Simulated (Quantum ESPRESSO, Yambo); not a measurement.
# BaO2 at -3 % isotropic strain: DFT and GW levels

```cif
data_Ba2O4
_chemical_formula_sum 'O4 Ba2'
_space_group_name_H-M_alt 'I4/mmm'
_space_group_IT_number 139
_space_group_name_Hall '-I 4 2'
_cell_length_a 3.65817
_cell_length_b 3.65817
_cell_length_c 6.54759
_cell_angle_alpha 90.000
_cell_angle_beta 90.000
_cell_angle_gamma 90.000
loop_
_atom_site_label
_atom_site_type_symbol
_atom_site_symmetry_multiplicity
_atom_site_Wyckoff_symbol
_atom_site_fract_x
_atom_site_fract_y
_atom_site_fract_z
_atom_site_occupancy
O1 O 4 e 0.00000 0.00000 0.38868 1
Ba1 Ba 2 a 0.00000 0.00000 0.00000 1
```
(The calculation used a cell of 3 atoms; values per cell refer to that cell.)

The PBEsol cell relaxed from Materials Project entry mp-1105 was given an isotropic strain of -3 % on all lattice vectors, and the atoms were relaxed again.

Starting point: PBEsol (pw.x of Quantum ESPRESSO, ONCV potentials, no spin-orbit coupling). G0W0 in Yambo: 4×4×4 Γ-centred k mesh, 94 bands and a 8 Ry block in the screening, 94 bands in G with the Bruneval-Gonze terminator, plasmon pole fitted at 27.2 eV.

| Item | Result |
|---|---|
| PBEsol gap along the band path | 2.04 eV |
| PBEsol gap between the mesh's edge points (Z → Z) | 2.04 eV |
| G0W0 gap between the same points | 3.68 eV |

```json
[
 {"k point": "Γ", "band": "VB", "E PBEsol (eV)": "-1.41", "E QP (eV)": "-2.56", "shift (eV)": "-1.16", "Z": "0.79"},
 {"k point": "Γ", "band": "CB", "E PBEsol (eV)": "3.37", "E QP (eV)": "4.16", "shift (eV)": "0.79", "Z": "0.86"},
 {"k point": "N", "band": "VB", "E PBEsol (eV)": "-0.48", "E QP (eV)": "-1.47", "shift (eV)": "-1.00", "Z": "0.79"},
 {"k point": "N", "band": "CB", "E PBEsol (eV)": "3.35", "E QP (eV)": "4.74", "shift (eV)": "1.39", "Z": "0.81"},
 {"k point": "Z", "band": "VB", "E PBEsol (eV)": "0.00", "E QP (eV)": "-0.95", "shift (eV)": "-0.95", "Z": "0.79"},
 {"k point": "Z", "band": "CB", "E PBEsol (eV)": "2.04", "E QP (eV)": "2.73", "shift (eV)": "0.69", "Z": "0.86"}
]
```

Energies count from the PBEsol valence-band maximum.

Convergence of the G0W0 settings was not tested.
